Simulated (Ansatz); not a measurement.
Mg$_{2}$Pt in space group I4/mcm (No. 140; Mg on 8h, Pt on 4a), the program Ansatz at the PBE level (PAW), all energies at zero smearing, with the estimated change up to a 700 eV cutoff added, with one set of potentials and settings (totals compare only within such a set). Cell of 6 atoms (4 Mg, 2 Pt): -32745.437 eV.

```csv
element,reference phase,E (eV/atom)
Mg,"P6_3/mmc, 2 atoms in the cell",-1923.8026
Pt,"Fm-3m, 1 atoms in the cell",-12523.0127
```

Formation energy per atom, worked out: (-32745.437 − 4×(-1923.8026) − 2×(-12523.0127))/6 = -0.700 eV/atom (-68 kJ per mol of atoms), at 0 K, without zero-point energy or fitted corrections.

The first step of the workflow began from a Materials Project structure, measured or hypothetical; the Crystallography Open Database copy checked does not list it. Its standing as an ambient phase is unchecked. Symmetry was held in the PBE relaxation; its stability against distortions is not shown here. The run is not spin-polarised. The references are the lowest solids computed at this level, not always the standard phases. Spin–orbit coupling is left out wherever it is not named.

Potentials: the later of the program's two PAW sets.
